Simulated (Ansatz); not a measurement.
# HfTaN₂: how the plane-wave cutoff moves the results

Computed with DFT PBEsol, scalar-relativistic, plane waves, PAW in Ansatz.

```
Hf Ta N
1.0
     1.58632    0.91586    5.13439
    -1.58632    0.91586    5.13439
     0.00000   -1.83172    5.13439
Hf Ta N
1 1 2
Direct
  0.00000 0.00000 0.00000
  0.50000 0.50000 0.50000
  0.25030 0.25030 0.25030
  0.74970 0.74970 0.74970
```

* Γ-centred k-mesh: 15×15×15
* occupation rule: Gaussian smearing, 0.1 eV
* spin treatment: unpolarised
* valence charge of the PAW sets: Hf 26, Ta 13, N 5

The atoms are held and the plane-wave cutoff is swept. Energies are extrapolated to zero smearing and count from the reference run, 500 eV. The cell isn't necessarily relaxed at this level. Spin–orbit coupling is left out. Pressure is positive in compression and holds a correction for the finite cutoff (Pulay stress).

**Question.** One run gave ΔE = 166 meV/atom and P = -7.78 GPa. Which plane-wave cutoff did it use, of 250, 300, 350, 420?

**Answer.** 300 eV. All runs:

```tsv
cutoff (eV)	ΔE (meV/atom)	P (GPa)	largest change of a force component (eV/Å)	plane waves at Γ
250	789	-9.40	0.002	391
300	166	-7.78	0.051	537
350	38.0	-8.01	0.008	669
420	2.92	-7.78	0.003	869
500	0.00	-7.83	0.000	1111
```